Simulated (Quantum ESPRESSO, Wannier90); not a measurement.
**Wannierisation of BaO (NiAs type)**

```
begin unit_cell_cart
ang
    3.8186301786    0.0000000000    0.0000000000
   -1.9093150893    3.3070307423    0.0000000000
    0.0000000000    0.0000000000    6.6542000000
end unit_cell_cart
begin atoms_frac
Ba   0.3333333333 -0.3333333333  0.2500000000
Ba  -0.3333333333  0.3333333333 -0.2500000000
O    0.0000000000  0.0000000000  0.5000000000
O    0.0000000000  0.0000000000  0.0000000000
end atoms_frac
```

Materials Project entry mp-1008500; symmetrised, unrelaxed at this level. Not found in the COD (Crystallography Open Database) copy used, which has the formula in other groups; not checked further. Level: PBEsol, spinors with spin-orbit coupling; pw.x of Quantum ESPRESSO at 68 Ry with PseudoDojo potentials, 6×6×4 k-points, Wannier90. Density: 12×12×6 mesh, cold smearing 0.01 Ry.

Bands 21-32 form an isolated set from -2.11 to 0.00 eV relative to the valence-band maximum (on the path) and are turned into 12 Wannier functions by minimising the spread from the start: atomic waves O 2p.

Problem. Where do the functions sit, how wide are they and what are they made of?

Solution. 
```tsv
functions	spread (Å²)	nearest atom, distance (Å)	second atom, distance (Å)	weight on atomic waves
4	1.73	O 0.00	Ba 2.76	O 2p 87 %
8	1.82	O 0.00	Ba 2.76	O 2p 87 %
```

Ω_I = 21.39 Å², Ω_total = 21.52 Å²; the interpolated bands follow pw.x to 0.8 meV rms on the path. Only this start was tried; a symmetric start can stop on a saddle, and mixtures of these functions could lower the total by at most Ω_total − Ω_I.
